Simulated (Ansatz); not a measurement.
The elements of this relaxed trial crystal are hidden behind letters.

```
lattice vectors (Å)
   3.9215    0.0000    0.0000
  -1.9607    3.3961    0.0000
   0.0000    0.0000    7.0774
fractional positions
X 0.0000 0.0000 0.0000
Z 0.0000 0.0000 0.5000
Q 0.3333 0.6667 0.7219
Q 0.6667 0.3333 0.2781
```

The calculation used Ansatz, DFT PBE, scalar-relativistic, plane waves, PAW. The final run on the 4-atom cell used 420 eV, a Γ-centred 12×12×8 mesh, 0.10 eV smearing and no spin polarisation.

- Space group: P-3m1 (No. 164)
- Conventional cell: a = 3.921 Å, c = 7.077 Å
- Volume per atom: 23.56 Å³
- Density: 6.49 g/cm³
- Energy over the elements: −1.07 eV/atom
- Gap on the 12×12×8 mesh of the 4-atom cell: 0 eV (a metal)

Energies are uncorrected and count from the elements' standard states at the same level.

Question: X is an s-block element of period 4, Z is a d-block element of period 6 and Q is a p-block element of period 4. Which elements are they?

Answer: X = Ca, Z = Hf, Q = As, so the formula is CaHfAs2. Density times volume gives a mean mass of 6.49 × 23.56/1.6605 = 92.1 u per atom, and this set has 92.1 u. Ca has 6 As at 3.00 Å, 2 Hf at 3.54 Å and 6 Ca at 3.92 Å; around Hf lie 6 As at 2.76 Å and 2 Ca at 3.54 Å; As has 3 Hf at 2.76 Å and 3 Ca at 3.00 Å. Other sets within the hints have nearly the same mass, so mass alone doesn't settle it; this one was computed.

Spin–orbit coupling, which can matter for Hf, is left out. A structure relaxed within its symmetry needn't be a true minimum.
